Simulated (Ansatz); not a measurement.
## Relaxing BiB in the rocksalt type

First guess:

```xyz
2
Lattice="0.0000 2.4113 2.4113 2.4113 0.0000 2.4113 2.4113 2.4113 0.0000" Properties=species:S:1:pos:R:3 pbc="T T T"
B     0.0000    0.0000    0.0000
Bi    2.4113    2.4113    2.4113
```

Method: DFT, PBE, PAW with Ansatz's default frozen-core files, scalar-relativistic in Ansatz 0.2.0.

Cell and atoms relax within the symmetry of the start on a 12×12×12 k mesh with 0.05 eV Fermi–Dirac smearing.

The start is built from a prototype, known or not as a phase of this compound; the cutoff is 420 eV.

Spin–orbit coupling is left out, though it moves levels of the heavy atoms by tenths of an eV or more.

(1) What is the pressure of the first guess?

(2) What does it relax to?

(3) How much energy does the relaxation release?

Answers

(1) 40.9 GPa.

(2) a = 5.276 Å, b = 5.276 Å, c = 5.276 Å, α = 90.00°, β = 90.00°, γ = 90.00° (conventional cell), 18.36 Å³ per atom:
```cif
data_structure
_symmetry_space_group_name_H-M 'Fm-3m'
_symmetry_Int_Tables_number 225
_cell_length_a 5.2762
_cell_length_b 5.2762
_cell_length_c 5.2762
_cell_angle_alpha 90.000
_cell_angle_beta 90.000
_cell_angle_gamma 90.000
_cell_volume 146.88
loop_
_atom_site_label
_atom_site_type_symbol
_atom_site_symmetry_multiplicity
_atom_site_Wyckoff_symbol
_atom_site_fract_x
_atom_site_fract_y
_atom_site_fract_z
_atom_site_occupancy
B1 B 4 a 0.00000 0.00000 0.00000 1
Bi1 Bi 4 b 0.50000 0.00000 0.00000 1
```

(3) 431 meV/atom.
